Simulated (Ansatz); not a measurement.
ZrC (Fm-3m): electronic heat capacity and spin susceptibility from the density of states

The calculation used DFT PBEsol, scalar-relativistic, plane waves, PAW in Ansatz.

Settings: cutoff 420 eV, Γ-centred mesh 16×16×16 on the computed 2-atom cell, Gaussian smearing of 0.10 eV; no spin polarisation.

Relaxed cell: Fm-3m, a = 4.669 Å, b = 4.669 Å, c = 4.669 Å, α = 90.00°, β = 90.00°, γ = 90.00°, 2 atoms in the primitive cell.

The density of states at the Fermi level is 0.254 states/eV in the cell of 2 atoms (1 formula unit; both spins, tetrahedra on a 24×24×24 mesh).

Question: What Sommerfeld coefficient and Pauli susceptibility does this give?

Answer: Per formula unit N(E_F) = 0.254 states/eV. γ = (π²/3) k_B² N(E_F) N_A = 2.357 mJ/(mol K²) per state/eV, so γ = 0.6 mJ/(mol K²), a mole of formula units. χ_P = μ_B² N(E_F) N_A = 3.23×10⁻⁵ emu/mol per state/eV gives 0.8×10⁻⁵ emu/mol. This is the bare band result: a measured γ of the same phase is as a rule larger by a factor 1 + λ from phonons and spin fluctuations, the spin part of χ is larger by the Stoner factor, and a measured χ also holds orbital and core terms. N(E_F) at one energy is sensitive to the mesh where the density of states has sharp peaks.

Cost: 1 run of about 0.24 core-minutes, on Arm Neoverse V2 (shared hosts).